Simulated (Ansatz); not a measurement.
**TiO: axial (c/a) deformation path**

These are results of DFT r2SCAN, scalar-relativistic, plane waves, PAW (Ansatz), not measurements. Settings: plane waves to 500 eV, k-mesh 30×30×24 (Γ-centred), Gaussian smearing 0.15 eV. No spin polarisation. Energies are free energies at this smearing, counted from the undisturbed cell; pressure is positive in compression.

The starting cell (relaxed at this level; this form isn't the usual structure):

```yaml
crystal:
  lattice:
    - [2.80356, 0.00000, 0.00000]
    - [-1.40178, 2.42795, 0.00000]
    - [0.00000, 0.00000, 2.81862]
  atoms:
    - { symbol: Ti, position: [0.66667, 0.33333, 0.00000] }
    - { symbol: O, position: [0.00000, 0.00000, 0.50000] }
```

At fixed volume and fractional coordinates, lengths along (0.000, 0.000, 1.000) are scaled against those across it; ρ is that ratio over its starting value.

```tsv
ρ	ΔE (meV/atom)
0.800	439.6
0.850	233.0
0.920	61.4
0.960	14.7
1.000	0.0
1.050	21.3
1.100	82.1
1.200	309.7
```

Cost: 8 runs of about 11 core-minutes in all, on AMD EPYC (Zen 3) (shared hosts).